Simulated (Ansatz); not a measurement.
**AgF: modes against the lattice constant**

Level of theory: DFT PBEsol, scalar-relativistic, plane waves, PAW (Ansatz 0.2.0). Settings: 420 eV plane-wave cutoff, Γ-centred 14×14×14 mesh, Fermi-Dirac smearing of 0.15 eV. No spin polarisation. Phonons by linear response, acoustic sum rule imposed.

The cell is fixed (symmetry leaves no force on the atoms) and stands under 0.8 GPa:
```
CELL_PARAMETERS angstrom
0.00000 2.64350 2.64350
2.64350 0.00000 2.64350
2.64350 2.64350 0.00000
ATOMIC_POSITIONS crystal
Ag 0.00000 0.00000 0.00000
F 0.25000 0.25000 0.25000
```

The cell is the ideal cubic zincblende prototype; this isn't the usual structure of the compound. Without a gap, frequencies and elastic constants depend on the k mesh and the smearing, soft modes and shear constants most. A semilocal functional can close a gap that the real compound has.

Question: How do the optical zone-centre modes (counted from the lowest optical one, degenerate ones once; i marks imaginary ones) of this metal change over a = 5.287 and 5.348 Å?

Answer:
```tsv
a (Å)	5.287	5.348
pressure (GPa)	0.8	-0.8
mode 1 (cm⁻¹)	180	161
```

The bands only touch here, so at this level the crystal is a zero-gap semiconductor or semimetal, not an ordinary metal; spin–orbit coupling, left out, can open or move such a gap.

Cost: 2 runs of about 0.79 core-minutes in all, on Intel Xeon 6975P-C (Granite Rapids) (shared hosts).